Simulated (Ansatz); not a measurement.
A distorted cell of Na (bcc, W type):

```
Na
1.0
   -4.19680     4.19680     4.19680
    2.09840    -2.09840     2.09840
    2.09840     2.09840    -2.09840
Na
2
Direct
  0.98163   0.96327   0.92654
  0.50000   0.00000   0.00000
```

These are PBE (plane waves to 420 eV, PAW, scalar-relativistic; Ansatz, a program for electronic structure) values and carry that method's errors. k mesh 13×13×13 (Γ-centred), Fermi-Dirac smearing 0.05 eV. The energy includes the smearing's −TS. Stress and pressure are positive under compression. With partly filled bands, energies and forces of such displacements shift with the k mesh and the smearing. Na was relaxed with its symmetry unable to fall. The PAW data are Ansatz's earlier set.

Question: What forces act on the atoms (eV/Å, Cartesian)?

Answer: 
```tsv
atom	Fx	Fy	Fz
Na1	0.050	0.060	0.055
Na2	-0.050	-0.060	-0.055
```

Question: In it atom 1 sits (-0.154, -0.154, 0.000) Å away from its relaxed site. What is its energy relative to the relaxed cell?

Answer: 8 meV/cell.

(For displaced atoms, the force is minus the slope of the energy, and its curvature is a force constant, which sets phonon frequencies.)
